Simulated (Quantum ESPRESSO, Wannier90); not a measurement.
## Sr2NCl (R-3m): Wannier90 run

```
begin unit_cell_cart
ang
   -1.9465450348    3.3715148995    0.0000000000
   -3.8930900696    0.0000000000    0.0000000000
   -1.9465450348    1.1238382998    7.0388200000
end unit_cell_cart
begin atoms_frac
Sr   0.2304040000  0.2304040000  0.3087880000
Sr  -0.2304040000 -0.2304040000 -0.3087880000
N    0.5000000000  0.5000000000  0.5000000000
Cl   0.0000000000  0.0000000000  0.0000000000
end atoms_frac
```

Cell from Materials Project (mp-23033), symmetrised, no further relaxation. COD (Crystallography Open Database) has an entry of this formula and space group (matched by these alone). Method: PBEsol plane waves in Quantum ESPRESSO 7.5 (PseudoDojo norm-conserving files, 68 Ry, no spin polarisation, no spin-orbit coupling), Bloch states on a 6×6×6 mesh through Γ, Wannier90 4.0.1. Density: 10×10×10 mesh, cold smearing 0.01 Ry.

Bands 11-13 form an isolated set from -5.24 to -3.71 eV relative to the valence-band maximum (on the path) and are turned into 3 Wannier functions by minimising the spread from the start: atomic waves Cl 3p.

Task: Where do the functions sit, how wide are they and what are they made of?

Result: 
```json
[
 {"functions": "1", "spread (Å²)": "1.83", "nearest atom, distance (Å)": "Cl 0.00", "second atom, distance (Å)": "Sr 3.13", "weight on atomic waves": "Cl 3p 92 %, Sr 5s 4 %"},
 {"functions": "2", "spread (Å²)": "1.59", "nearest atom, distance (Å)": "Cl 0.00", "second atom, distance (Å)": "Sr 3.13", "weight on atomic waves": "Cl 3p 95 %"}
]
```

Ω_I = 5.00 Å², Ω_total = 5.01 Å²; the interpolated bands follow pw.x to 0.3 meV rms on the path. Only this start was tried; a symmetric start can stop on a saddle, and mixtures of these functions could lower the total by at most Ω_total − Ω_I.
